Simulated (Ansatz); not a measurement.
# KHg2: do energies and stresses tell the same story?

Level of theory: DFT PBEsol, scalar-relativistic, plane waves, PAW in Ansatz 0.2.0.

Plane waves to 420 eV, a k mesh through Γ of 8×8×8 on the computed 6-atom cell and Gaussian smearing (0.10 eV); no spin polarisation.

Relaxed cell: Imma, a = 5.098 Å, b = 8.072 Å, c = 8.760 Å, α = 90.00°, β = 90.00°, γ = 90.00°, 6 atoms in the primitive cell. Whether it is the stable form of this composition wasn't checked.

Energies at zero smearing and pressures from the stress tensor, at volumes with shape and atoms relaxed:
```
V (Å³/atom) E − E(first) (meV/atom) P (GPa)
     27.338                     0.00     2.45
     28.239                   -11.00     1.51
     29.141                   -17.03     0.71
     30.042                   -18.80     0.00
     30.943                   -17.18    -0.54
     31.844                   -12.96    -0.95
     33.046                    -4.12    -1.38
```

Problem. Check P = −dE/dV between neighbouring volumes, and get the bulk modulus from the pressures alone.

Solution. With 1 eV/Å³ = 160.2 GPa:
| middle V (Å³/atom) | −ΔE/ΔV (GPa) | mean P (GPa) |
| --- | --- | --- |
| 27.789 | 1.955 | 1.978 |
| 28.690 | 1.072 | 1.106 |
| 29.591 | 0.316 | 0.353 |
| 30.493 | -0.288 | -0.270 |
| 31.394 | -0.750 | -0.748 |
| 32.445 | -1.178 | -1.167 |

The two differ by 0.04 GPa at most. The mean of two end pressures misses the average over a step by about ΔV² P″/12, up to 0.02 GPa here; with that taken off 0.02 GPa remains. Around V = 30.042 Å³/atom, the two neighbours give B = −V ΔP/ΔV = 30.042 × 1.25 / 1.803 = 20.8 GPa, against B0 = 19.7 GPa from the Birch–Murnaghan fit of the energies.

Spin–orbit coupling is left out, which can shift energies with elements as heavy as these.